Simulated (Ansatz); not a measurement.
Computed with Ansatz, DFT PBE, scalar-relativistic, plane waves, PAW. All cells share a 420 eV cutoff and Γ-centred k meshes spaced at most about 0.3 Å⁻¹ (about 0.25 or finer for metals, 2π included). No spin polarisation in the final relaxations.

These are static total energies at zero pressure.

Compare these two cells of In2SnTe3, each relaxed at this level.

A.

```xyz
6
Lattice="5.9234 0.0000 0.0000 0.0000 5.9234 0.0000 0.0000 0.0000 6.0484" Properties=species:S:1:pos:R:3 pbc="T T T"
In    0.0000    0.0000    0.0000
In    2.9617    2.9617    0.0000
Sn    2.9617    2.9617    3.0242
Te    0.0000    2.9617    0.0000
Te    2.9617    0.0000    0.0000
Te    0.0000    0.0000    3.0242
```

B.

```xyz
6
Lattice="6.0824 0.0000 0.0000 -3.0412 5.2675 0.0000 0.0000 0.0000 6.3913" Properties=species:S:1:pos:R:3 pbc="T T T"
In    0.0000    3.5117    0.0000
In    3.0412    1.7558    0.0000
Sn    0.0000    0.0000    0.0000
Te   -1.5206    2.6337    3.1957
Te    1.5206    2.6337    3.1957
Te    3.0412    0.0000    3.1957
```

Question: Which is lower in energy, and by how much?

Answer: A is lower, by 86 meV/atom. A has space group P4/mmm (No. 123), 35.4 Å³/atom and no gap on its mesh; B has space group P6/mmm (No. 191), 34.1 Å³/atom and no gap. Counting Te atoms around In and Sn (those within 1.25 times the shortest such distance or 1.15 times the sum of covalent radii; the shortest distance is added where it is long for a bond; a slash parts the counts of unlike sites), A has In 4/6, Sn 12 from 4.2 Å and B has In 6 from 3.6 Å, Sn 12 from 4.4 Å. The lower one is the more open, so pressure narrows the difference. Even the lower one lies +0.11 eV/atom against the reference forms of the elements (uncorrected), so neither is stable at this level. In A, In on its first site has 6 Te at 2.96–3.02 Å; Sn has 2 In at 3.02 Å; around Te on a site of symmetry mmm lie 4 In at 2.96 Å; 2 more sites not described. In B, In is surrounded by 3 Sn at 3.51 Å, 3 In at 3.51 Å and 6 Te at 3.65 Å; Sn has 6 In at 3.51 Å; Te has 4 Te at 3.04 Å and 4 In at 3.65 Å. Both come from invented guesses. A third cell relaxed alike, in P-4m2, lies 250 meV/atom below the lower of the two.

Spin–orbit coupling, which can matter for Te, is left out. Cells relaxed within their symmetry can be saddle points.
